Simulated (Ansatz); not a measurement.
Given:

MgTe:
```cif
data_Mg2Te2
_chemical_formula_sum 'Mg2 Te2'
_space_group_name_H-M_alt 'P63mc'
_space_group_IT_number 186
_space_group_name_Hall 'P 6c -2c'
_cell_length_a 4.50899
_cell_length_b 4.50899
_cell_length_c 7.33768
_cell_angle_alpha 90.000
_cell_angle_beta 90.000
_cell_angle_gamma 120.000
loop_
_atom_site_label
_atom_site_type_symbol
_atom_site_symmetry_multiplicity
_atom_site_Wyckoff_symbol
_atom_site_fract_x
_atom_site_fract_y
_atom_site_fract_z
_atom_site_occupancy
Mg1 Mg 2 b 0.66667 0.33333 0.00082 1
Te1 Te 2 b 0.33333 0.66667 0.12438 1
```

This is the LDA-relaxed structure.

Problem. All from the program Ansatz at the LDA level (PAW), unless another level is named. Give the electron effective mass.

Solution. 0.15, 0.17, 0.17 mₑ (principal values).

Problem. And the formation energy from the elements (no fitted shifts)?

Solution. -0.85 eV/atom.

Problem. Give the band gap.

Solution. 2.43 eV (direct).

Problem. Give the weight of the valence-edge state by species (Voronoi cells).

Solution. Te 82 %, Mg 18 %.

Problem. What about the weight of the conduction-edge state by species (Voronoi cells)?

Solution. Mg 60 %, Te 40 %.

Problem. Predict the valence-band maximum.

Solution. at Γ.

Space group P6_3mc (wurtzite). Symmetry was held in the LDA relaxation; of distortions, only those at the zone centre were tested. The references are the lowest solids computed at this level, not always the standard phases. Scalar-relativistic: spin–orbit coupling is off unless named, which matters more the heavier the elements.

Potentials: the later of the program's two PAW sets.
